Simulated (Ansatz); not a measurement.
In PBEsol (plane waves, PAW; program Ansatz), Cl in the molecular I2 type structure (Cmce) relaxes to a = 6.943 Å, b = 3.879 Å, c = 8.005 Å.

The Kohn–Sham gap is 2.02 eV (direct). The valence maximum lies at Γ and the conduction minimum at Γ.

The cell was relaxed with PBEsol under the symmetry of its start. The substance is a gas or liquid at ambient conditions; this is its low-temperature solid. A crystal of weakly bound units computed without a dispersion correction: the cell and the soft elastic constants depend strongly on that.

Potentials: the later of the program's two PAW sets.
